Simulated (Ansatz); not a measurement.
Problem. Monolayer CaI2 (1T, P-3m1 in the vacuum cell, 3 atoms) is relaxed with r²SCAN+D4 in the plane-wave PAW code Ansatz. What in-plane lattice and thickness result?

Solution. a = 4.492 Å; 3.54 Å between the outermost nuclei.

Conduction-band minimum: at M. Electron affinity (Kohn–Sham): 2.67 eV. Electron effective mass, in the valley at M: 0.39 along x, 1.7 along y (mₑ). Hole effective mass, in the valley at Γ: band 1: 1.5 mₑ; band 2: 0.37 mₑ. Electron effective mass with spin–orbit coupling, in the valley at M: 0.39 along x, 1.7 along y (mₑ). Hole effective mass with spin–orbit coupling, in the valley at Γ: 0.54 mₑ. HSE06 gap on the r²SCAN+D4 cell: 5.01 eV. HSE06 gap with spin–orbit coupling on the r²SCAN+D4 cell: 4.64 eV. Bader charges: I -0.76, Ca +1.53 e.

The layer was cut from a bulk entry of the Materials Project (measured or hypothetical); whether that bulk phase is the ambient one, and whether the layer has been isolated, was not checked. The r²SCAN+D4 relaxation kept the symmetry of its start; whether a distortion lowers the energy is not shown. Scalar-relativistic: spin–orbit coupling is off unless named, which matters more the heavier the elements.

Potentials: the later of the program's two PAW sets.
